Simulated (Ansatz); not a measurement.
This cell of ZrGeSe (space group P4/nmm) is off equilibrium:

```
CELL_PARAMETERS angstrom
      3.56536     0.00000     0.00000
      0.00000     3.56536     0.00000
      0.00000     0.00000     8.63437
ATOMIC_POSITIONS crystal
  Zr 0.00000 0.50000 0.73685
  Zr 0.50000 0.00000 0.26315
  Ge 0.00000 0.00000 0.00000
  Ge 0.50000 0.50000 0.00000
  Se 0.50000 0.00000 0.62008
  Se 0.00000 0.50000 0.37992
```

Method: PBEsol (plane waves to 420 eV, PAW, scalar-relativistic; Ansatz, a first-principles code). k mesh 13×13×6 (Γ-centred), Fermi-Dirac smearing 0.05 eV. The energy includes the smearing's −TS. Stress and pressure are positive under compression. As the atoms are clamped, bonds stretch with the cell, which overstates energies and stresses. With partly filled bands, the response to shear is sensitive to the k mesh, so small differences along c/a are uncertain. ZrGeSe is run without spin polarisation. ZrGeSe was relaxed with its symmetry unable to fall.

**Question.** What is the stress tensor (GPa)?

**Answer.** 
```
    7.1      0.0      0.0
    0.0      7.1      0.0
    0.0      0.0     -4.1
```
The pressure, a third of the trace, is 3.3 GPa.

**Question.** It is the relaxed cell deformed to V/V₀ = 0.980, (c/a)/(c/a)₀ = 1.080, c along z, fractional positions held. What is its energy relative to the relaxed cell?

**Answer.** 37 meV/atom.

(Under strain, the slope of the energy per volume gives the stress and its curvature an elastic modulus.)
